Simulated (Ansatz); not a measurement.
Tl3GaF6:
```
CELL_PARAMETERS angstrom
      0.00000     4.47339     4.47339
      4.47339     0.00000     4.47339
      4.47339     4.47339     0.00000
ATOMIC_POSITIONS crystal
  Tl 0.25000 0.25000 0.25000
  Tl 0.75000 0.75000 0.75000
  Tl 0.50000 0.50000 0.50000
  Ga 0.00000 0.00000 0.00000
  F  0.78891 0.21109 0.21109
  F  0.21109 0.78891 0.78891
  F  0.21109 0.78891 0.21109
  F  0.78891 0.21109 0.78891
  F  0.21109 0.21109 0.78891
  F  0.78891 0.78891 0.21109
```

The program Ansatz at the r²SCAN+D4 level (PAW) gives a gap of 3.50 eV without spin–orbit coupling, maximum at X, minimum at W.

Problem. What happens when spin–orbit coupling is switched on?

Solution. The gap drops by 0.25 eV, to 3.25 eV; maximum at X, minimum at W.

Problem. Give the electron effective mass with spin–orbit coupling.

Solution. 0.63, 0.63, 0.74 mₑ (principal values).

Space group Fm-3m. The first step of the workflow began from a Materials Project structure, measured or hypothetical; the Crystallography Open Database copy checked does not list it. Whether it is the stable phase at ambient conditions was not checked. The cell was relaxed with r²SCAN+D4 under the symmetry of its start; its stability against distortions is not shown here.

Potentials: the later of the program's two PAW sets.
